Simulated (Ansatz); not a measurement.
Ansatz input

```yaml
crystal:
  lattice:
    - [-1.140565184, 1.140565184, 1.140565184]
    - [1.140565184, -1.140565184, 1.140565184]
    - [1.140565184, 1.140565184, -1.140565184]
  atoms:
    - { symbol: B, position: [0.0, 0.0, 0.0] }
hamiltonian:
  xc: lda
  pseudopotentials:
    kind: paw
    azcp:
      B: "pseudopotentials/B.paw.azcp"
basis:
  ecutwfc: 420
  fft_grid_basis: typed
kpoints:
  mp_grid: { grid: [31, 31, 31], shift: [0, 0, 0] }
magnetization:
  spin_polarized: false
scf:
  occupations: { method: fermi_dirac, width: 0.1 }
```

Terminal output

```
Warning: the record states the generating functional pbe (its physics header spells it `PBE`), which answers neither for hamiltonian.xc's functional nor for the lda family's — results may be inconsistent (PPs are generated against a specific XC)
Engine: ansatz 0.2.0, x86_64-unknown-linux-gnu
Pseudopotentials: kind: paw
Pseudopotential: B, paw, valence charge 3, recommended cutoff 420 eV (normal) 
Functional definition: SPW92
  exchange = slater_x
  correlation = pw_c
Crystal: 1 atoms, lattice volume = 5.935 Å³
Basis set: ecut = 420 eV, 135 PW (Γ)
Bands: 6, of which v1, the nominal top of the filled ones, is band 2 counted from 1 (1 counted from 0)
Symmetry: 48 space group operations
Space group: Im-3m (ITA 229), of the structure as read, at distance tolerance 1.8e-5 Å
k-points: 816 of 29791
Non-local potential: B, projectors of the file, l = 0: 2, l = 1: 2, l = 2: 1
PAW form: soft (Blöchl's): semilocal exchange-correlation on the pseudo side does not see the compensation charge
PAW frozen core: B, regenerated for the run's functional, and the local potential with it (the file was generated under x = pbe(κ = 0.804, μ = 0.2195149727645171), c = pbe(β = 0.06672455060314922))
PAW one-centre angular grid: B, 110 points (default); XC on 64 Gauss nodes
Initial density: superposition of atomic densities (neutral atoms: chi_scale 0, normalization atom), corrected by the library's trained network
Initial wavefunctions: pseudopotential atomic-orbital guess
Functional: x = slater, c = lda
SCF iter   1: F=—  HF=-148.047796 eV  |F-HF|=—  |Δ(HF+E_count)|=         —  Δρ=3.02e-3  dr2=1.47e-4  ethr=1.77e-3  ⟨swp⟩=4.5  Hψ=36636  notcnv=0
SCF iter   2: F=—  HF=-148.047771 eV  |F-HF|=—  |Δ(HF+E_count)|=   2.48e-5  Δρ=1.47e-3  dr2=3.11e-5  ethr=4.90e-6  ⟨swp⟩=1.0  Hψ=11459  notcnv=0
SCF iter   3: F=—  HF=-148.047781 eV  |F-HF|=—  |Δ(HF+E_count)|=   9.85e-6  Δρ=7.05e-5  dr2=6.19e-8  ethr=1.04e-6  ⟨swp⟩=1.8  Hψ=5354  notcnv=0
iter 4 did not close the SCF: its close was put off for the readings that it lacked (scf_convergence_deferred on its scf_iter line)
SCF iter   4: F=-148.047781 eV  HF=-148.047781 eV  |F-HF|=2.25e-10  |Δ(HF+E_count)|=   5.78e-8  Δρ=5.16e-6  dr2=8.12e-10  ethr=2.06e-9  ⟨swp⟩=1.4  Hψ=5022  notcnv=0
iter 5 did not close the SCF: its close was put off for the readings that it lacked (scf_convergence_deferred on its scf_iter line)
SCF iter   5: F=-148.047781 eV  HF=-148.047781 eV  |F-HF|=1.42e-13  |Δ(HF+E_count)|=  2.10e-10  Δρ=2.13e-7  dr2=1.11e-12  ethr=2.71e-11  ⟨swp⟩=1.9  Hψ=5518  notcnv=0
SCF iter   6: F=-148.047781 eV  HF=-148.047781 eV  |F-HF|=5.68e-14  |Δ(HF+E_count)|=    0.00e0  Δρ=1.18e-8  dr2=1.93e-15  ethr=1.00e-12  ⟨swp⟩=1.0  Hψ=11726  notcnv=0
SCF 1 converged in 6 iterations: F = -148.047781 eV  dr2 = 1.93e-15
SCF converged after 6 iterations
Free energy (F): -148.047781 eV
Harris-Foulkes:  -148.047781 eV  (|F-HF|=5.68e-14)
Internal energy: -148.041265 eV  (E = F + TS)
E sigma→0 (E₀):  -148.044523 eV
Entropy (-TS):   -0.006516 eV (-6.516 meV/atom)
Fermi energy:    14.095097 eV
--- Per-component energies (eV) ---
  E_band       = 18.698854
  E_kinetic    = 48.745342
  E_local      = -1.150365  (includes V_loc(G=0)·N_el)
  E_nonlocal   = 12.175899
  E_hartree    = 0.204653
  E_xc         = -32.374676
  E_vxc        = -38.604049  (∫ρ·V_xc dr)
  E_paw        = -72.310903  (= ΣΔE_a)
  E_vpaw       = -2.877278  (= ΣTr[D̂ρ^β])
  E_aug_tail   = -0.000002  (compensation charges beyond the density's cutoff)
  E_ewald      = -103.377047
  E_core_change = 0.045834  (= ΣΔE_core)
  E_smearing   = -0.006516  (= −TS)
  E_closure    = 0.000000  (closes the sum)
  Σ components = -148.047781   (vs F -148.047781, Δ=0.00e0)
```

Command:

```sh
ansatz run input.yaml --threads 2 --pin off --max-ram 5120MiB --backend cpu --events-out ev --progress --plain --runs-dir out
```

On 2 threads of Intel(R) Xeon(R) 6975P-C (Granite Rapids) (shared host) this took about 0.68 s of wall time and 1.2 s of CPU time.
